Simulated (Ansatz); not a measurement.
## CuSb (rocksalt structure)

Method: r²SCAN, scalar-relativistic; no spin polarisation; PAW, 500 eV, 12×12×12 k-mesh, Gaussian smearing of 0.05 eV; code Ansatz. The datasets are Ansatz's generated set soft_2.

```yaml
crystal:
  lattice:
    - [0.00000, 2.69127, 2.69127]
    - [2.69127, 0.00000, 2.69127]
    - [2.69127, 2.69127, 0.00000]
  atoms:
    - { symbol: Cu, position: [0.50000, 0.50000, 0.50000] }
    - { symbol: Sb, position: [0.00000, 0.00000, 0.00000] }
```

The start was a prototype's sites filled with these elements, not a measured cell.

The cell is relaxed to zero pressure at this level.

The cell has space group Fm-3m (read at 0.01 Å). In it the stress is 0.00, 0.00, 0.00, 0.00, 0.00, 0.00 GPa and the largest force component 0.000 eV/Å. Each change below starts from this cell, without further relaxation. Stress is in GPa, positive in compression, in the order xx, yy, zz, yz, xz, xy; energies are counted from the cell above and are free energies with the smearing's entropy, which match forces and stress in a metal.

Q: One atom was moved along a Cartesian axis, and these forces appeared. Which atom, and about how far?
```
atom  Fx (eV/Å)      Fy     Fz
 Cu1      0.000   0.073  0.000
 Sb2      0.000  -0.073  0.000
```

A: Atom 2 (Sb) is moved by 0.02 Å along y; the energy changes by 0.7 meV per cell. Moving the other atom the opposite way is the same thing.

Q: What stress follows from an engineering strain of -2 % in xz, atoms carried along?

A: 0.00, -0.06, 0.00, 0.00, 0.34, 0.00 GPa; the energy changes by 0.6 meV per cell.
The change of the stress over the strain gives a clamped-atom stiffness of about 17.0 GPa for this component.

Q: All atoms and the cell are disturbed at random:
```
CELL_PARAMETERS angstrom
-0.01703 2.75202 2.77284
2.67522 0.00873 2.74708
2.64843 2.69948 0.03552
ATOMIC_POSITIONS crystal
Cu 0.47280 0.52543 0.50673
Sb 0.02720 0.97457 0.99327
```
Give the energy change, the stress and the forces.

A: 99.9 meV per cell; stress 3.90, -1.16, -3.29, -0.45, -0.02, 0.83 GPa.
```tsv
atom	Fx (eV/Å)	Fy	Fz
Cu1	-0.811	0.353	0.032
Sb2	0.811	-0.353	-0.032
```

No spin–orbit coupling, a notable omission for heavy elements.
